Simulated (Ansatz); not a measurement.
Data:

TiTeS:
```cif
data_STeTi
_chemical_formula_sum 'Ti1 Te1 S1'
_space_group_name_H-M_alt 'P3m1'
_space_group_IT_number 156
_space_group_name_Hall 'P 3 -2"'
_cell_length_a 3.47866
_cell_length_b 3.47866
_cell_length_c 6.07949
_cell_angle_alpha 90.000
_cell_angle_beta 90.000
_cell_angle_gamma 120.000
loop_
_atom_site_label
_atom_site_type_symbol
_atom_site_symmetry_multiplicity
_atom_site_Wyckoff_symbol
_atom_site_fract_x
_atom_site_fract_y
_atom_site_fract_z
_atom_site_occupancy
Ti1 Ti 1 b 0.33333 0.66667 0.03419 1
Te1 Te 1 a 0.00000 0.00000 0.72559 1
S1 S 1 c 0.66667 0.33333 0.24022 1
```

This is the LDA-relaxed structure.

All from plane-wave PAW LDA (Ansatz code), unless another level is named. Give the electronic character.

metallic (no gap).

And the density of states at the Fermi level?

0.46 states/eV per atom (mean over ±0.08 eV).

And the formation energy from the elements (no fitted shifts)?

-1.08 eV/atom.

The first step of the workflow began from a Materials Project structure, measured or hypothetical; the Crystallography Open Database copy checked does not list it. Its standing as an ambient phase is unchecked. The cell was relaxed with LDA under the symmetry of its start; its stability against distortions is not shown here. The run is not spin-polarised. A crystal of weakly bound layers computed without a dispersion correction: the cell and the soft elastic constants depend strongly on that. The references are the lowest solids computed at this level, not always the standard phases. Spin–orbit coupling is left out wherever it is not named.

Potentials: the later of the program's two PAW sets.
